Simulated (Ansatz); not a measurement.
Given:

YB₁₂ (space group Fm-3m)

```
YB12
1.0
    0.00000     3.72873     3.72873
    3.72873     0.00000     3.72873
    3.72873     3.72873     0.00000
Y B
1 12
Direct
  0.00000   0.00000   0.00000
  0.50000   0.16236   0.50000
  0.50000   0.83764   0.50000
  0.16236   0.50000   0.50000
  0.83764   0.50000   0.50000
  0.16236   0.50000   0.83764
  0.83764   0.50000   0.16236
  0.50000   0.16236   0.83764
  0.50000   0.83764   0.16236
  0.50000   0.50000   0.16236
  0.50000   0.50000   0.83764
  0.83764   0.16236   0.50000
  0.16236   0.83764   0.50000
```

E(V) scan at fixed shape, V₀ the volume above. The atoms relax within the cell's symmetry.

These are PBEsol (plane waves to 420 eV, PAW, scalar-relativistic; Ansatz, a program for electronic structure) values and carry that method's errors. k mesh 9×9×9 (Γ-centred), Fermi-Dirac smearing 0.05 eV. E stands for the smeared free energy. Compression counts positive. YB12 is run without spin polarisation. YB12 was relaxed with its symmetry unable to fall. The zero of ΔE is the relaxed starting cell.

The scan covers V/V₀ from 0.900 to 1.100 in 13 points.

Question: What is ΔE at V/V₀ = 1.100?

Answer: 48 meV/atom.

Question: What pressure does the cell carry at V/V₀ = 0.900?

Answer: 28.4 GPa.

Question: What is ΔE at V/V₀ = 0.900?

Answer: 65 meV/atom.

(A scan under strain: stresses follow from slopes of the energy per volume, elastic moduli from its curvatures.)
